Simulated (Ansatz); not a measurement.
Theory: Ansatz, DFT PBE, scalar-relativistic, plane waves, PAW. All cells share a 420 eV cutoff and Γ-centred k meshes spaced about 0.3 Å⁻¹ or finer (0.25 for metals, 2π included). Collinear spin where magnetic atoms keep a moment.

These are static total energies at zero pressure.

Compare these two cells of Na4TiO3, each relaxed at this level.

A. (ferromagnetic moments up to 1.1 μB)

```
Na Ti O
1.0
    -3.54681    3.54681    4.02643
     3.54681   -3.54681    4.02643
     3.54681    3.54681   -4.02643
Na Ti O
8 2 6
Direct
  0.30214 0.50273 0.50000
  0.99727 0.19786 0.50000
  0.00273 0.80214 0.50000
  0.69786 0.49727 0.50000
  0.80214 0.30214 0.79942
  0.49727 0.99727 0.79942
  0.19786 0.69786 0.20058
  0.50273 0.00273 0.20058
  0.50000 0.50000 0.00000
  0.00000 0.00000 0.00000
  0.34058 0.15942 0.50000
  0.65942 0.84058 0.50000
  0.84058 0.34058 0.18116
  0.25000 0.25000 0.00000
  0.75000 0.75000 0.00000
  0.15942 0.65942 0.81884
```

B. (ferromagnetic moments up to 0.4 μB)

```
Na Ti O
1.0
     2.75420    0.00000    0.00000
     0.00000    2.75681    0.00000
     0.00000    0.00000   15.50936
Na Ti O
4 1 3
Direct
  0.50000 0.00000 0.08032
  0.50000 0.50000 0.31968
  0.50000 0.00000 0.91968
  0.50000 0.50000 0.68032
  0.50000 0.50000 0.50000
  0.00000 0.00000 0.57758
  0.00000 0.00000 0.42242
  0.00000 0.50000 0.00000
```

Question: Which is lower in energy, and by how much?

Answer: B is lower, by 96 meV/atom. A has space group I4/mcm (No. 140), 12.7 Å³/atom and no gap on its mesh; B has space group Pmmm (No. 47), 14.7 Å³/atom and no gap. Counting O atoms around Na and Ti (those within 1.25 times the shortest such distance or 1.15 times the sum of covalent radii; a plus sign parts nearer from farther groups), A has Na 1+2+3, Ti 2 and B has Na 4, Ti 8. The lower one is the more open, so pressure narrows the difference. In A, Na has 1 O at 2.27 Å, 4 Na at 2.46–2.64 Å, 2 O at 2.51 Å, 3 O at 2.80–2.81 Å and 2 Ti at 2.97 Å; Ti is surrounded by 2 O at 2.01 Å, 4 O at 2.67 Å and 8 Na at 2.97 Å; O on a site of symmetry m2m has 2 Na at 2.27 Å, 4 Na at 2.51 Å, 2 Ti at 2.67 Å and 2 Na at 2.80 Å; 1 more site not described. In B, Na on its first site has 4 O at 2.31 Å, 1 Na at 2.49 Å and 4 Na at 2.75–2.76 Å; Ti has 8 O at 2.29 Å, 4 Ti at 2.75–2.76 Å and 2 Na at 2.80 Å; O on a site of symmetry mm2 has 4 Ti at 2.29 Å, 1 O at 2.41 Å, 4 Na at 2.52 Å and 4 O at 2.75–2.76 Å; 2 more sites not described. Both come from trial cells of a structure search, whose lowest cell (C2, 15.7 Å³/atom) lies 287 meV/atom below the lower of the two.

The magnetic state reached may not be the lowest. Cells relaxed within their symmetry can be saddle points. Some structure types and database cells were kept out of the candidates from the start, so a known form may be missing.
